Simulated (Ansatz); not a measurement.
Polymorphs of Zr, each relaxed with PBEsol in the plane-wave PAW code Ansatz:

A: hcp (Mg type) (P6_3/mmc)
a = b = 3.1833 Å, c = 5.1181 Å, α = β = 90.00°, γ = 120.00°

```tsv
atom	site	symmetry	x	y	z
Zr	2d	-6m2	0.6667	0.3333	0.2500
```

B: P6/mmm
a = b = 4.9721 Å, c = 3.1112 Å, α = β = 90.00°, γ = 120.00°

```tsv
atom	site	symmetry	x	y	z
Zr	1b	6/mmm	0.0000	0.0000	0.5000
Zr	2c	-6m2	0.3333	0.6667	0.0000
```

Problem. Order them by energy per atom at 0 K (lowest first) at the level PBEsol.

Solution. B (+0 meV/atom), A (+10 meV/atom)

Not the usual ambient phase: B. All cells were relaxed under the symmetry of their starts (and spin orders); stability against distortions was not tested throughout. Rows with no word on spin ran without spin polarisation. Spin–orbit coupling is left out wherever it is not named.

Energies hold the estimated change up to a 700 eV cutoff; steps of a few meV lie near the error of the meshes.

Potentials: the later of the program's two PAW sets.
